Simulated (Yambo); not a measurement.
WOF4 (space group I4, No. 79); a = 5.1070 Å, b = 5.1070 Å, c = 5.1070 Å, α = 98.79°, β = 98.79°, γ = 133.98°. With the G0W0 scissor the direct gap on the mesh is 8.32 eV. Axes are Cartesian, with cell vectors (Å) (-3.32, 3.32, 2.00), (3.32, -3.32, 2.00), (3.32, 3.32, -2.00).

### Question
Can the lowest exciton of this BSE run be trusted, and with what binding energy? (Yambo, PBEsol bands; 6×6×6 mesh, 15 valence and 4 conduction bands, static screening with 54 bands and a 3 Ry block, scissor 3.64 eV, Tamm-Dancoff.)

### Answer
No. The run can't give a binding energy: its band window is complete only up to 12.86 eV, too close above the direct gap of 8.32 eV. The scissor comes from a G0W0 run whose convergence isn't established. Spin-orbit coupling is left out, which matters for elements this heavy: edges can move by tenths of an eV.

Geometry relaxed with PBE+D3(BJ).

The structure is a Materials Project entry; no match was found in the copy of COD used, and its stability was not checked.
